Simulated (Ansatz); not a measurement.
Ta₃Ru in space group Fm-3m (No. 225; Ta on 8c, Ta on 4b, Ru on 4a) at seven volumes, DFT-LDA in the program Ansatz with PAW potentials, scaled uniformly. One row is withheld.

| V (Å³/atom) | P (GPa) |
|---|---|
| 14.524 | 29.42 |
| 15.002 | 18.06 |
| 15.481 | 8.33 |
| 15.960 | 0.00 |
| 16.439 | ? |
| 16.918 | -13.23 |
| 17.396 | -18.44 |

Q: Fit the shown pressures and predict the withheld one.

A: Third-order Birch–Murnaghan: P = (3/2)B₀(x^(7/2) − x^(5/2))[1 + (3/4)(B′ − 4)(x − 1)] with x = (V₀/V)^(2/3). Least squares on the six rows gives V₀ = 15.960 Å³/atom, B₀ = 256.2 GPa, B′ = 4.17. At V = 16.439, x = 0.9805 and P = -7.12 GPa. The run itself gave -7.13 GPa.

The workflow started from a Materials Project entry (that database holds measured and hypothetical structures alike); the Crystallography Open Database copy checked does not list it. With Ta and Ru taken as one species the cell has the higher symmetry Im-3m, so it may be an ordered model of a mixed-site phase. Its standing as an ambient phase is unchecked. Symmetry was held in the LDA relaxation; its stability against distortions is not shown here. No spin polarisation was allowed. Spin–orbit coupling is left out wherever it is not named.

Potentials: the later of the program's two PAW sets.
